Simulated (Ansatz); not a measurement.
**Cd (bcc): energy against volume**

The calculation used DFT, BLYP, plane waves (420 eV) with PAW, scalar-relativistic in Ansatz. (PAW data from PBE, frozen cores regenerated.)

The cell is scaled uniformly from the relaxed one, with fractional coordinates and shape fixed. Energies are extrapolated to zero smearing, pressures are those at the given smearing. Magnetic state: spin not included.

A Birch-Murnaghan fit gives V₀ = 28.77 Å³/atom, B₀ = 8.6 GPa, B₀′ = 7.8.

(1) What are the energy above the minimum and the pressure at 29.647 Å³/atom?

(2) What are the energy above the minimum and the pressure at 30.787 Å³/atom?

(3) What are the energy above the minimum and the pressure at 31.928 Å³/atom?

Results:

(1) 0.7 meV/atom and -0.32 GPa as computed.

(2) 3.1 meV/atom and -0.54 GPa as computed.

(3) 6.8 meV/atom and -0.69 GPa as computed.
